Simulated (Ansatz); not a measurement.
The cell is Ga₄As₃P, ordered on the zincblende lattice (P-4m2) with 8 atoms a cell; cell and atoms were relaxed with r2SCAN. The symmetry is P-4m2 (No. 115, tetragonal); conventional cell a = 3.971 Å, c = 11.210 Å, 22.09 Å³ an atom. P is surrounded by 4 Ga at 2.39 Å; Ga is surrounded by 2 P at 2.39 Å and 2 As at 2.44 Å; As is surrounded by 4 Ga at 2.44 Å; Ga is surrounded by 4 As at 2.44 Å.

```
P Ga As
1.0
     3.97063    0.00000    0.00000
     0.00000    3.97063    0.00000
     0.00000    0.00000   11.20990
P Ga As
1 4 3
Direct
  0.00000 0.00000 0.00000
  0.00000 0.50000 0.88142
  0.50000 0.00000 0.62721
  0.00000 0.50000 0.37279
  0.50000 0.00000 0.11858
  0.50000 0.50000 0.75423
  0.00000 0.00000 0.50000
  0.50000 0.50000 0.24577
```

The questions ask for values computed with the PAW code Ansatz on this geometry. Simulation only: non-magnetic, and no claim that this is the phase found in nature.

**Question.** Is there a gap with r2SCAN, and of what kind?

**Answer.** With r2SCAN the gap is 1.27 eV and direct, at Γ.

**Question.** What does PBE+SOC give for the gap (6×6×2 mesh)?

**Answer.** The PBE+SOC gap is direct at Γ: 0.67 eV. Spin-orbit coupling itself accounts for -0.093 eV. The gap differs by -0.60 eV from r2SCAN's.

**Question.** How does the gap change from r2SCAN to HSE06 (4×4×2)?

**Answer.** With HSE06 the gap is 1.69 eV and direct, at Γ. The gap differs by +0.42 eV from r2SCAN's.

**Question.** Order these levels by the gap that they give, smallest first.
A. PBE0
B. r2SCAN
C. HSE06
D. PBE

**Answer.** D (0.77 eV), B (1.27 eV), C (1.69 eV), A (2.29 eV).

**Question.** Roughly how does the cost of the PBE0 run (4×4×2) compare with r2SCAN's (6×6×2)?

**Answer.** About 11 times as much (4 core-minutes against 19 core-seconds, on 4 threads of Intel(R) Xeon(R) 6975P-C (Granite Rapids), with other jobs on the host).

**Question.** How strongly does the crystal screen a field with clamped ions (r2SCAN)?

**Answer.** ε∞: 11.0 along x and y, 10.9 along z. Born charges, averaged over directions: P -2.37, Ga +2.09 to +2.20, As -2.07 e. The program warns that the response isn't settled on this k mesh.

**Question.** What do these levels agree on?

**Answer.** r2SCAN covers 54 % of the step from PBE to HSE06, while HSE06 needs about 11 times r2SCAN's rough cost (on a coarser mesh). Spin-orbit coupling moves the least or the direct gap by up to 0.09 eV, so it is at the margin where a tenth of an eV counts. Among these functionals the gap stays direct.

Only the levels marked +SOC include spin-orbit coupling.
